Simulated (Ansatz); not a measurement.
GeRh:
```
CELL_PARAMETERS angstrom
      3.04655     0.00000     0.00000
      0.00000     3.04655     0.00000
      0.00000     0.00000     3.04655
ATOMIC_POSITIONS crystal
  Rh 0.00000 0.00000 0.00000
  Ge 0.50000 0.50000 0.50000
```

Relaxed with r²SCAN. Special points in fractions of this cell's reciprocal vectors: Γ (0.000, 0.000, 0.000); X (0.000, 0.500, 0.000); M (0.500, 0.500, 0.000); R (0.500, 0.500, 0.500).

Problem. List the band energies nearest the Fermi level at these points for r²SCAN in the plane-wave PAW code Ansatz.

Solution. In eV from the Fermi level; about four levels below and three above (degenerate sets whole), none deeper than 8.9 eV; points with the same levels are listed once.

```
k                                below           above
-  -----------------------------------  --------------
Γ        -4.58 -4.58 -1.62 -1.62 -1.62  2.50 2.50 2.50
X              -3.54 -3.54 -1.51 -0.06  7.98 7.98 8.12
M              -4.13 -2.62 -2.62 -0.55  1.09 3.74 6.11
R  -6.68 -6.68 -6.68 -5.05 -0.47 -0.47  3.53 3.53 3.53
```

Space group Pm-3m (CsCl type). A made-up cell: these elements were put on the sites of a structure type; neither database checked (COD, Materials Project) lists it. COD files the formula under space group No. 62, so this cell is another polymorph or a model. Its standing as an ambient phase is unchecked. Symmetry was held in the r²SCAN relaxation. At this level the phase is mechanically unstable. No spin polarisation was allowed. Spin–orbit coupling is left out wherever it is not named.

Potentials: the later of the program's two PAW sets.
